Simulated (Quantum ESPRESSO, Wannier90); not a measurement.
**Sr2H6Os (Fm-3m), plane waves to Wannier functions**

Cell from Materials Project (mp-1078677), symmetrised, no further relaxation. Not found in the COD (Crystallography Open Database) copy used; not checked further. Method: PBEsol plane waves in Quantum ESPRESSO 7.5 (PseudoDojo norm-conserving files, 60 Ry, no spin polarisation, no spin-orbit coupling), Bloch states on a 4×4×4 mesh through Γ, Wannier90 4.0.1. Density: 8×8×8 mesh, cold smearing 0.01 Ry. Spin-orbit coupling is left out although heavy elements are present.

```
begin unit_cell_cart
ang
    0.0000000000    3.8122800000    3.8122800000
    3.8122800000    0.0000000000    3.8122800000
    3.8122800000    3.8122800000    0.0000000000
end unit_cell_cart
mp_grid = 4 4 4
```

Problem. Which shells of neighbouring k-points and which b-vectors and weights does Wannier90 pick for this cell and mesh?

Solution. 
```
 *---------------------------------- K-MESH ----------------------------------*
 +----------------------------------------------------------------------------+
 |                    Distance to Nearest-Neighbour Shells                    |
 |                    ------------------------------------                    |
 |          Shell             Distance (Ang^-1)          Multiplicity         |
 |          -----             -----------------          ------------         |
 |             1                   0.356834                      8            |
 |             2                   0.412036                      6            |
 |             3                   0.582707                     12            |
 |             4                   0.683284                     24            |
 |             5                   0.713667                      8            |
 |             6                   0.824072                      6            |
 |             7                   0.898011                     24            |
 |             8                   0.921340                     24            |
       ... (lines left out)
 +----------------------------------------------------------------------------+
 | The b-vectors are chosen automatically                                     |
 | The following shells are used:                       1                     |
 +----------------------------------------------------------------------------+
 |                        Shell   # Nearest-Neighbours                        |
 |                        -----   --------------------                        |
 |                          1               8                                 |
 +----------------------------------------------------------------------------+
 | Completeness relation is fully satisfied [Eq. (B1), PRB 56, 12847 (1997)]  |
 +----------------------------------------------------------------------------+
 |                  b_k Vectors (Ang^-1) and Weights (Ang^2)                  |
 |                  ----------------------------------------                  |
 |            No.         b_k(x)      b_k(y)      b_k(z)        w_b           |
 |            ---        --------------------------------     --------        |
 |             1         0.206018    0.206018   -0.206018     2.945099        |
 |             2         0.206018   -0.206018    0.206018     2.945099        |
 |             3        -0.206018    0.206018    0.206018     2.945099        |
 |             4         0.206018    0.206018    0.206018     2.945099        |
 |             5        -0.206018   -0.206018    0.206018     2.945099        |
 |             6        -0.206018    0.206018   -0.206018     2.945099        |
 |             7         0.206018   -0.206018   -0.206018     2.945099        |
 |             8        -0.206018   -0.206018   -0.206018     2.945099        |
```
